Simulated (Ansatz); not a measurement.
A geometry of SnO away from equilibrium: step 6 of the relaxation of a relaxed SnO cell displaced along its unstable phonon at q = (½, 0, 0) of its primitive reciprocal cell (89i cm⁻¹), largest move 0.15 Å. Method: r2SCAN (plane waves to 500 eV, PAW, scalar-relativistic; Ansatz, a program for electronic structure). Γ-centred k-mesh 5×10×10 on the run's cell (coarser than for final values), Fermi–Dirac smearing 0.05 eV. The plane waves were selected for a different cell earlier on the path.

```yaml
crystal:
  lattice:
    - [0.19230, 5.10652, 5.10652]
    - [2.64941, 0.00000, 2.64941]
    - [2.64941, 2.64941, 0.00000]
  atoms:
    - { symbol: O, position: [0.97159, 0.35227, 0.35227] }
    - { symbol: O, position: [0.69824, 0.20118, 0.20118] }
    - { symbol: Sn, position: [0.04882, 0.96745, 0.96745] }
    - { symbol: Sn, position: [0.53135, 0.97910, 0.97910] }
```

Q: What forces act on the atoms (eV/Å)?

A: 
```tsv
atom	Fx	Fy	Fz
O1	-0.15	0.15	0.15
O2	0.78	-0.78	-0.78
Sn3	-0.53	0.53	0.53
Sn4	-0.11	0.11	0.11
```

The path ends in R3m (No. 160). No spin polarisation in the result.

The run could not lose the symmetry of its start: the end is stationary, and may be a saddle point rather than a minimum.

The end of the path is a generated cell of SnO: the first start was made by placing the elements on the sites of a structure type, and the end was not matched to a known phase here, so it may be hypothetical. Known forms of SnO include space group No. 129.
